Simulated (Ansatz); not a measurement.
# Mo: energy along a strain

Mo, Im-3m, a = 3.142 Å (as given, not relaxed at this level: -3.2 GPa). Ansatz: PBEsol, PAW, 420 eV, Γ-centred 22×22×22 mesh on 1 atom, Gaussian smearing 0.15 eV; no spin polarisation. Cell vectors (Å): -1.571 1.571 1.571; 1.571 -1.571 1.571; 1.571 1.571 -1.571. The cell is strained by x per cent times the pattern (0 1 0 0 0 0) in the order xx yy zz yz xz xy (engineering shears), with fractional coordinates held. y is the free energy over the start, V0 = 15.509 Å³/atom.

```
x (%) y (meV/atom)
-6.00             ?
-4.50         36.78
-3.00         12.48
-1.50          0.59
 0.00          0.00
 1.50          9.66
 3.00         28.62
 4.50         55.97
 5.25         72.52
 6.00         90.83
```

Question: Fit y = c1 x + c2 x² + c3 x³ to the other rows, get the stiffness along the pattern, and predict the missing energy.

Answer: Least squares on the rows shown. y = 3.1105 x + 2.2900 x² − 0.047772 x³. The clamped-ion stiffness p·C·p = 2 × 22.90 eV × 160.2 / 15.509 Å³ = 473 GPa, which is C22 in these axes (C11 of the cubic crystal) (second derivative at the start, which stands under stress). At x = -6.00 the fit asked for gives 74.10 meV/atom. The run gave 74.53 meV/atom, so the fit is 0.43 meV/atom too low, 0.47 % of the span of the series, against an rms of 0.05 meV/atom on the fitted rows. The row lies outside the fitted range. With a term in x⁴ added, a fit to the same known rows predicts 74.63 meV/atom, so most of the miss is curvature that the known rows already hold.